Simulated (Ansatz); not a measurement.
Ta$_{2}$O$_{5}$:
```
CELL_PARAMETERS angstrom
      3.83932     0.00000     0.00000
      0.00000     3.85882     0.00000
     -1.91710     0.00000     6.50126
ATOMIC_POSITIONS crystal
  Ta 0.64616 0.00000 0.79225
  Ta 0.35384 0.00000 0.20775
  O  0.64990 0.50000 0.79913
  O  0.35010 0.50000 0.20087
  O  0.18523 0.00000 0.87028
  O  0.81477 0.00000 0.12972
  O  0.50000 0.00000 0.50000
```

Relaxed with PBEsol. Special points in fractions of this cell's reciprocal vectors: Γ (0.000, 0.000, 0.000); Z (0.000, 0.500, 0.000); D (0.000, 0.500, 0.500); B (0.000, 0.000, 0.500); A (-0.500, 0.000, 0.500); E (-0.500, 0.500, 0.500); C2 (-0.500, 0.500, 0.000); Y2 (-0.500, 0.000, 0.000).

Problem. List the band energies nearest the valence-band maximum at these points for PBEsol with spin–orbit coupling (plane waves, PAW; program Ansatz).

Solution. In eV from the valence-band maximum; about four levels below and three above (degenerate sets whole), none deeper than 8.9 eV; points with the same levels are listed once.

```csv
k,below,above
Γ,-0.62 -0.62 -0.56 -0.56,2.21 2.21 2.55 2.55
Z,-1.67 -1.67 -0.29 -0.29,4.27 4.27 5.45 5.45
D,-1.35 -1.35 -0.30 -0.30,4.11 4.11 5.38 5.38
B,-0.79 -0.79 -0.73 -0.73,2.15 2.15 2.67 2.67
A,-0.93 -0.93 -0.75 -0.75,2.51 2.51 3.19 3.19
E,-0.11 -0.11 0.00 0.00,3.25 3.25 5.03 5.03
C2,-0.11 -0.11 0.00 0.00,3.24 3.24 5.03 5.03
```

Space group Cmmm. The first step of the workflow began from a Materials Project structure, measured or hypothetical; the Crystallography Open Database copy checked does not list it. COD files the formula under space group No. 49, so this cell is another polymorph or a model. Whether it is the stable phase at ambient conditions was not checked. The PBEsol relaxation kept the symmetry of its start; phonons on a q-mesh show weakly imaginary modes. No spin polarisation was allowed. Point labels and valley counts follow the cell and symmetry of the run, lower than the named group.

Potentials: the earlier of the program's two PAW sets.
